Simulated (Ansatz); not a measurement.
PdRhN₂:
```xyz
4
Lattice="1.4643 0.8454 6.1013 -1.4643 0.8454 6.1013 0.0000 -1.6908 6.1013" Properties=species:S:1:pos:R:3 pbc="T T T"
Rh     0.0000     0.0000     9.1519
Pd     0.0000     0.0000     0.0000
N      0.0000     0.0000    16.3691
N      0.0000     0.0000     1.9347
```

Relaxed with PBEsol. Special points in fractions of this cell's reciprocal vectors: Γ (0.000, 0.000, 0.000); T (0.500, 0.500, 0.500); H2 (0.821, 0.179, 0.500); H0 (0.500, -0.179, 0.179); L (0.500, 0.000, 0.000); S0 (0.340, -0.340, 0.000); S2 (0.660, 0.000, 0.340); F (0.500, 0.000, 0.500).

Question: List the band energies nearest the Fermi level at these points for DFT-PBEsol in the program Ansatz with PAW potentials.

Answer: In eV from the Fermi level; about four levels below and three above (degenerate sets whole), none deeper than 8.9 eV; … stands for higher levels left out; points with the same levels are listed once.

```tsv
k	below	above
Γ	-1.88 -1.88 -1.52 -0.77 -0.77	4.35 4.35 …
T	-2.56 -2.56 -2.40 -2.40 -0.14	0.49 0.49 3.76 3.76
H2	-2.13 -1.38 -1.37 -0.78	0.08 1.63 3.42
L	-1.12 -0.69 -0.32 -0.13	1.54 3.37 3.73
S0	-2.15 -1.41 -1.25 -0.87	0.16 1.60 3.48
F	-1.97 -1.11 -0.69 -0.02	1.30 3.79 4.26
```

Space group R-3m. The start of the workflow was typed in or built on a structure type; neither database checked (COD, Materials Project) lists it. Its standing as an ambient phase is unchecked. The cell was relaxed with PBEsol under the symmetry of its start; whether a distortion lowers the energy is not shown. The workflow began spin-polarised and lost its moments. Its formation energy is positive at this level, so the cell may be metastable or incomplete. Spin–orbit coupling is left out wherever it is not named.

Potentials: the later of the program's two PAW sets.
